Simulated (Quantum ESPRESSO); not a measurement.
# Planted mistakes on one cell of TaTiNbO6F2

Calculated results; nothing here was measured. They come from pw.x of Quantum ESPRESSO 7.5, a plane-wave density functional program, with PseudoDojo standard norm-conserving files (v0.5 for PBE, v0.4.1 for LDA and PBEsol). The cells are made up: elements, strain and atom displacements were drawn at random, and nothing was relaxed. There is no spin polarisation, spin-orbit coupling or dispersion term.

The cell has 12 sites of a rutile lattice (two cells along c). Sites 1 to 4 hold empty Ta Ti Nb; sites 5 to 12 hold O O F O O O F O. Cell vectors in Å: (4.681, 0.040, -0.007); (0.040, 4.564, 0.016); (-0.009, 0.021, 5.793). Settings: PBE, cutoff 1143 eV, 5 x 5 x 4 k mesh shifted by half a step, Fermi-Dirac smearing of 0.025 eV.

The intended run has a self-consistency threshold of 1e-07 eV, a smearing term of 0.000 eV, a pressure of 14.31 GPa and 24 iterations. Each further run changes one thing: all lengths scaled by 0.9945; atoms of sites 5 and 7 exchanged; cutoff 708 eV; files of PBEsol; k mesh 1 x 1 x 1; one electron added; smearing 0.41 eV; threshold 0.03 eV. A coarse mesh keeps the shift, and a charged cell sits in a uniform background.

| run | change of free energy (eV) | smearing term -TS (eV) | change of P (GPa) | largest change of a force component (eV/Å) | iterations |
| --- | --- | --- | --- | --- | --- |
| A | 5.074 | 0.000 | -35.90 | 0.141 | 25 |
| B | 10.962 | -0.014 | 22.69 | 0.936 | 19 |
| C | 0.792 | 0.000 | -0.16 | 4.364 | 18 |
| D | 0.010 | 0.000 | 0.57 | 0.032 | 16 |
| E | 16.305 | 0.000 | -6.66 | 0.203 | 23 |
| F | -0.155 | -0.667 | 0.84 | 0.554 | 17 |
| G | 0.210 | 0.000 | 4.54 | 0.371 | 26 |
| H | 0.427 | 0.000 | 1.72 | 0.818 | 21 |

A rerun of the intended cell at 1467 eV and k mesh 7 x 7 x 6 moved values by no more than 0.004 eV in the cell's energy, 0.04 GPa in stress and 0.003 eV/Å in force.

Question: which change belongs to which run?

## Worked reading

Run D has the fewest iterations, as a run stopped early does. Run F has the largest smearing term, as wide smearing gives. Run A has a higher energy and the largest fall in pressure, as too small a basis gives. Run G changes the volume by a factor of 0.9836; minus its pressure change over the logarithm of that factor, 275 GPa, is a rough bulk modulus with clamped atoms. Energies from files of another functional, or of a charged cell, have another zero and say nothing on stability; the pressure of a charged cell rests on the program's zero of potential too.

## Key

| run | change |
| --- | --- |
| A | cutoff 708 eV |
| B | one electron added |
| C | atoms of sites 5 and 7 exchanged |
| D | threshold 0.03 eV |
| E | files of PBEsol |
| F | smearing 0.41 eV |
| G | all lengths scaled by 0.9945 |
| H | k mesh 1 x 1 x 1 |